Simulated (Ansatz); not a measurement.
TaTe:
```xyz
2
Lattice="0.0000 2.8492 2.8492 2.8492 0.0000 2.8492 2.8492 2.8492 0.0000" Properties=species:S:1:pos:R:3 pbc="T T T"
Ta     0.0000     0.0000     0.0000
Te     2.8492     2.8492     2.8492
```

Relaxed with PBE. Special points in fractions of this cell's reciprocal vectors: Γ (0.000, 0.000, 0.000); X (0.500, 0.000, 0.500); U (0.625, 0.250, 0.625); K (0.375, 0.375, 0.750); L (0.500, 0.500, 0.500); W (0.500, 0.250, 0.750).

Problem. List the band energies nearest the Fermi level at these points for the program Ansatz at the PBE with spin–orbit coupling level (PAW).

Solution. In eV from the Fermi level; about four levels below and three above (degenerate sets whole), none deeper than 8.9 eV; points with the same levels are listed once.

```json
[
 {"k": "Γ", "below": "-0.93 -0.93 -0.93 -0.93", "above": "1.95 1.95 5.95 5.95"},
 {"k": "X", "below": "-0.47 -0.47 -0.17 -0.17", "above": "0.88 0.88 1.26 1.26"},
 {"k": "U", "below": "-4.33 -4.33 -1.60 -1.60", "above": "0.46 0.46 0.81 0.81"},
 {"k": "L", "below": "-5.00 -5.00 -4.72 -4.72", "above": "0.17 0.17 0.36 0.36"},
 {"k": "W", "below": "-0.02 -0.02 -0.02 -0.02", "above": "1.00 1.00 1.72 1.72"}
]
```

Space group Fm-3m (rock salt). The start of the workflow was typed in or built on a structure type; neither database checked (COD, Materials Project) lists it. Its standing as an ambient phase is unchecked. The PBE relaxation kept the symmetry of its start; its stability against distortions is not shown here. The run is not spin-polarised. Its formation energy is positive at this level, so the cell may be metastable or incomplete. With an odd number of electrons in the cell and no spin polarisation, the count alone makes it a metal.

Potentials: the later of the program's two PAW sets.
